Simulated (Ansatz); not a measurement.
**Elastic constants of AlNi: input and output**

All numbers below come from DFT LDA, scalar-relativistic, plane waves, PAW (Ansatz 0.2.0).

Launched with:
```bash
ansatz run input.yaml --threads 1 --pin off --max-ram 3072MiB --backend cpu --events-out ev --progress --plain --runs-dir out
```

Input (bare energies are in eV):
```yaml
crystal:
  lattice:
    - [2.0028655982, -2.0028644324, 0.0]
    - [2.0028655982, 2.0028644324, 0.0]
    - [0.0, 0.0, 2.8351334304]
  atoms:
    - { symbol: Al, position: [0.0, 0.0, 0.0] }
    - { symbol: Ni, position: [0.5, 0.5, 0.5] }
basis:
  ecutwfc: 420
kpoints:
  mp_grid: { grid: [16, 16, 14] }
hamiltonian:
  xc: lda
scf:
  occupations: { method: fermi_dirac, width: 0.15 }
output:
  forces: true
  stress: true
  eigenvalues: true
elastic:
  mode: relaxed_ion
  amplitude: 0.005
```

From the output:
```
--- Elastic constants: 4 strain directions × 4 members + reference (group order 16) ---
  dense FFT box of the reference and of every strained cell: 20×20×20
  strains applied: 11, 33, 23, 12; error gains: componentwise 1.00 (the most a stress slope's error grows in a printed constant), spectral 1.41 (1 for all six strains in a standard setting)
  C = ∂σ_k/∂η_j (tension-positive GPa; Voigt order 11 22 33 23 13 12):
       332.281     64.891    157.895     -0.000      0.000      0.000
        64.891    332.281    157.895     -0.000      0.000      0.000
       157.908    157.908    240.352     -0.000      0.000      0.000
        -0.000      0.000     -0.000    133.465      0.000      0.000
        -0.000      0.000     -0.000      0.000    133.465      0.000
        -0.000      0.000      0.000     -0.000     -0.000     40.635
  reference stress σ⁰ (GPa):     -0.002     -0.002      0.003      0.000      0.000      0.000
  C* (energy form; C + prestress term) asymmetry max|C*_kj − C*_jk| = 1.889e-2 GPa — a small one proves nothing (zero by symmetry where the batch's group is 432, −43m or m−3m); a large one is finite-difference/SCF noise where every solve ...
  moduli (Voigt/Reuss/Hill, GPa): K = 185.14/185.14/185.14   G = 96.46/69.99/83.23   E = 217.14   ν = 0.305
  mechanically stable: yes (min eigenvalue of sym C = 40.64 GPa)
  strain η (Voigt 11):  stress-route row diagonal C_11 = 332.28 GPa, energy-path curvature d²(F+E_count+ΔE)/dδ²/Ω₀ = 332.39 GPa
    cells at ±δ against ±2δ: C31 157.96 and 158.11 GPa, apart by 0.05 % of the column's largest entry
         δ    σ_11 (GPa) F (eV) n_scf n_hpsi n_pw
    -1.000e-2      -3.4395       -6287.6907177       8  182659    461   relax 0 steps, max|allowed force component| 1.01e-28 eV/Å
    -5.000e-3      -1.6921       -6287.6925352       4  127041    461   relax 0 steps, max|allowed force component| 1.28e-29 eV/Å
     5.000e-3       1.6309       -6287.6925472       5  156204    466   relax 0 steps, max|allowed force component| 1.97e-31 eV/Å
     1.000e-2       3.2078       -6287.6908228       6  141861    466   relax 0 steps, max|allowed force component| 0.00e0 eV/Å
  strain η (Voigt 33):  stress-route row diagonal C_33 = 240.35 GPa, energy-path curvature d²(F+E_count+ΔE)/dδ²/Ω₀ = 240.42 GPa
    cells at ±δ against ±2δ: C13 157.93 and 158.02 GPa, apart by 0.04 % of the column's largest entry
         δ    σ_33 (GPa) F (eV) n_scf n_hpsi n_pw
    -1.000e-2      -2.4897       -6287.6913883       8  113262    461   relax 0 steps, max|allowed force component| 1.80e-28 eV/Å
    -5.000e-3      -1.2212       -6287.6927032       5   94613    466   relax 0 steps, max|allowed force component| 1.80e-28 eV/Å
     5.000e-3       1.1825       -6287.6927065       3   75066    466   relax 0 steps, max|allowed force component| 2.30e-28 eV/Å
     1.000e-2       2.3189       -6287.6914603       6   84371    466   relax 0 steps, max|allowed force component| 2.30e-28 eV/Å
  strain η (Voigt 23):  stress-route row diagonal C_44 = 133.47 GPa, energy-path curvature d²(F+E_count+ΔE)/dδ²/Ω₀ = 133.55 GPa
    cells at ±δ against ±2δ: C44 133.47 and 133.48 GPa, apart by 0.01 % of the column's largest entry
         δ    σ_23 (GPa) F (eV) n_scf n_hpsi n_pw
    -1.000e-2      -1.3348       -6287.6921821       7  263854    462   relax 0 steps, max|allowed force component| 0.00e0 eV/Å
    -5.000e-3      -0.6674       -6287.6928936       3  206335    466   relax 0 steps, max|allowed force component| 2.56e-28 eV/Å
     5.000e-3       0.6674       -6287.6928936       3  198198    466   relax 0 steps, max|allowed force component| 2.56e-28 eV/Å
     1.000e-2       1.3348       -6287.6921821       6  221233    462   relax 0 steps, max|allowed force component| 0.00e0 eV/Å
  strain η (Voigt 12):  stress-route row diagonal C_66 = 40.64 GPa, energy-path curvature d²(F+E_count+ΔE)/dδ²/Ω₀ = 40.65 GPa
    cells at ±δ against ±2δ: C66 40.64 and 40.66 GPa, apart by 0.05 % of the column's largest entry
         δ    σ_12 (GPa) F (eV) n_scf n_hpsi n_pw
    -1.000e-2      -0.4066       -6287.6928410       7  167317    466   relax 0 steps, max|allowed force component| 1.03e-29 eV/Å
    -5.000e-3      -0.2032       -6287.6930582       3  137370    466   relax 0 steps, max|allowed force component| 1.24e-29 eV/Å
     5.000e-3       0.2032       -6287.6930582       3  132333    466   relax 0 steps, max|allowed force component| 1.34e-29 eV/Å
     1.000e-2       0.4066       -6287.6928410       6  149750    466   relax 0 steps, max|allowed force component| 5.08e-30 eV/Å
```

Time: 2.3 min on 1 thread of AMD EPYC 7R13 Processor (Zen 3), with other jobs on the host, peak memory 0.66 GiB.

In a metal, frequencies and elastic constants depend on the k mesh and the smearing, soft modes and shear constants most. Spin polarisation was left out, and a magnetic state may lie lower.